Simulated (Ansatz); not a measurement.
Relaxed candidate structures of SiSe2:

A. P-6m2 (No. 187), hP3; a = b = 3.4490 Å, c = 5.9264 Å, α = β = 90.00°, γ = 120.00°; Se 2h (0.333, 0.667, 0.234); Si 1b (0.000, 0.000, 0.500)

B. R3m, hexagonal axes (No. 160), hR3; a = 3.4442 Å, b = 3.4442 Å, c = 16.4607 Å, α = 90.00°, β = 90.00°, γ = 120.00°; Se 3a (0.000, 0.000, 0.333); Si 3a (0.000, 0.000, 0.762); Se 3a (0.000, 0.000, 0.522)

Task: Put the candidates in order of energy per atom, lowest first, for PBEsol-D3(BJ) (plane waves to 420 eV, PAW, scalar-relativistic; Ansatz, an electronic-structure program).

Result: B (reference), A (+0.09 eV/atom)

Each run could gain symmetry but not lose that of its start, so entries can be saddle points. All of these are generated cells (placed on structure types, drawn at random, substituted or restacked) that were not matched to a known phase here. The real structure of this composition may not be among these. Energies are at zero temperature and pressure, without zero-point motion. The runs use different k-meshes, so differences are rounded accordingly. No spin polarisation in the result.
